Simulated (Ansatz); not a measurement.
Diamond alloy of Si and Ge (96 of 128 Si sites exchanged), 128 atoms

Ansatz, PAW, plane waves. PBEsol relaxation of volume and atoms (shape held) at the single k point (½, ½, ½); single points on the relaxed atoms at the Γ point alone, onto which points of the small cell's zone fold. Arrangement: quasirandom. No spin–orbit coupling unless named.

Relaxed structure:

```xyz
128
Lattice="0.0000 11.2106 11.2106 11.2106 0.0000 11.2106 11.2106 11.2106 0.0000" Properties=species:S:1:pos:R:3 pbc="T T T"
Ge   11.2054    0.0183   11.1981
Ge   22.3772   16.8004   16.8214
Ge    5.6472   16.8252   11.2265
Ge    5.5725    5.6017    5.6060
Ge    5.6276    5.5652   11.1874
Ge    5.6139   11.2082    5.6167
Ge    5.5937   11.2138   11.1539
Ge   11.2002   11.1662    5.6328
Ge   11.1887   11.2238   11.1784
Ge   11.1983   11.2444   16.8168
Ge   11.2328   16.8318   11.2350
Ge   16.8182   11.2218   11.2054
Ge   16.7838   16.7896   16.8523
Ge    1.4394    1.3842    1.4192
Ge    1.3995    6.9931    6.9940
Ge    6.9894    1.3643    6.9922
Ge    7.0295    7.0198    7.0041
Ge    7.0067    7.0085   12.6013
Ge    6.9934   12.6309    7.0470
Ge    6.9994   12.6067   12.6021
Ge   12.5823    7.0166    6.9849
Ge   12.5742    6.9558   12.5836
Ge   12.6192   12.6393    6.9865
Ge   12.6153   12.6315   12.5891
Ge   12.6212   12.6293   18.2756
Ge   18.2452   12.6395   12.5866
Ge   18.2489   18.1836   18.2302
Ge   14.0031   14.0114   22.3682
Ge    2.8251    8.3952    5.5903
Ge   13.9967   19.6026   11.2300
Ge    8.4292   14.0000   16.8041
Ge    8.3840   19.5838   11.2203
Ge    8.4139    8.3998   11.1605
Ge    8.4177    8.3911   16.8021
Ge    8.4238   14.0399    5.6476
Ge    8.4191   14.0001   11.1767
Ge   13.9835    8.3984   11.1962
Ge   14.0288   14.0453   16.8560
Ge    4.2027    4.1956    1.3952
Ge    4.1856    9.8376    7.0375
Ge    4.1861    9.8454   12.6256
Ge    9.8554    4.2027    7.0208
Ge    9.8089    4.2076   12.5487
Ge    9.8194    9.7914    1.3917
Ge    9.7956    9.8102   12.6102
Ge    9.7880    9.8358   18.2307
Ge    9.7819   15.4411   12.6317
Ge   15.4084    9.8041    6.9552
Ge   15.4234    9.7882   12.6118
Ge   15.3833   15.3942   12.5838
Ge    2.8159    5.6194    2.8237
Ge    2.8194    5.5652    8.3771
Ge    8.4318    5.6050    8.4459
Ge    8.4377    5.6282   14.0197
Ge    8.4122   11.2057    2.8007
Ge    8.4252   11.1868    8.4251
Ge    8.4228   11.2360   14.0400
Ge   13.9883   16.7728   19.6121
Ge   14.0106   11.2108    8.3917
Ge   14.0114   11.2136   14.0053
Ge   13.9831   16.8317   13.9910
Ge    4.2171    6.9965    9.8038
Ge    9.7842    1.4383    9.7767
Ge    9.7896    6.9846    4.2246
Ge    9.8126   12.6100    4.2232
Ge    9.7864   18.1772    9.7870
Ge   15.4118    6.9950    9.8060
Ge   15.3976   12.6400    9.8176
Ge   15.4151   12.6192   15.4243
Ge   15.3862   18.2262   15.4426
Ge   11.2221    2.8076   14.0030
Ge   11.2081    8.4136   19.6172
Ge    5.5744    2.7687    2.8252
Ge    5.6152    2.8410    8.3999
Ge    5.6170    8.3520    2.8112
Ge    5.6327    8.4431    8.4286
Ge   16.8086   19.6306   14.0190
Ge   11.2300   19.5927   14.0135
Ge   11.1827    8.3722   14.0157
Ge   11.1685   14.0191    8.4040
Ge   11.1875   14.0064   14.0322
Ge   16.8232   19.6169   19.6008
Ge   16.8183   14.0193   14.0044
Ge    1.4264    4.1862    4.2382
Ge    1.4253    9.8321    9.7985
Ge    7.0151    4.2205    4.1844
Ge    7.0330    9.7778    4.2317
Ge    6.9885    9.8380   15.4393
Ge    6.9983   15.3946    9.7543
Ge   12.6551    9.8096    4.2052
Ge   12.5640    9.7812    9.7561
Ge   12.6015    9.8054   15.4107
Ge   12.6253   15.3922    9.8265
Ge   12.5895   15.4420   15.4423
Ge   18.2360    9.8284    9.7942
Ge   18.2199   15.4250   15.4218
Si   16.7789   11.2241    5.5827
Si   11.1940    5.6079    5.6087
Si   11.2012    5.5931   11.1427
Si    7.0279    6.9862    1.4267
Si   12.6065   18.2247   12.6133
Si    2.8404    2.7888    5.6059
Si    8.3904    2.8201   11.1715
Si    8.4388    8.4108    5.6300
Si   13.9964    8.4041    5.6069
Si   14.0017   14.0051   11.2039
Si    4.1965    4.1753    6.9768
Si    9.8002    9.7629    7.0238
Si    9.7942   15.4380    7.0348
Si   15.4241   15.3941   18.2597
Si    2.8324    0.0267    2.8405
Si    2.8172   11.2383    8.4301
Si    8.4005    0.0083    8.4001
Si    8.3847    5.6256    2.7929
Si    8.4137   16.7772    8.3863
Si    4.1884    1.3893    4.2356
Si    4.2111    7.0027    4.2080
Si    4.1997   12.6235    9.7638
Si    9.8513    7.0115    9.8003
Si    9.8111    7.0012   15.4226
Si    9.8053   12.6078    9.7958
Si    9.8174   12.6200   15.4195
Si   16.7672   14.0032   19.6154
Si   11.2269    2.8235    8.4298
Si   11.1628    8.3792    8.3826
Si    7.0348    4.1916    9.8126
Si    7.0219    9.8159    9.8089
Si   12.5723    4.1981    9.7993
```

Q: What are the mean bond lengths by pair (pairs within 1.2 times the sum of covalent radii, less contacts 15 % beyond the pair's median; cation–cation pairs of compounds aside; long ionic contacts are cut short by that bound)?

A: Ge–Ge 2.449 ± 0.007 Å (standard deviation, 144 bonds); Ge–Si 2.405 ± 0.008 Å (standard deviation, 96 bonds); Si–Si 2.367 ± 0.007 Å (standard deviation, 16 bonds).

Q: What gap lies between the top filled and the lowest empty level in the single points?

A: HSE06 1.08 eV (3.9 min on NVIDIA GB300). An indirect band minimum needn't fold onto Γ of this cell; where it doesn't, these gaps are too wide.
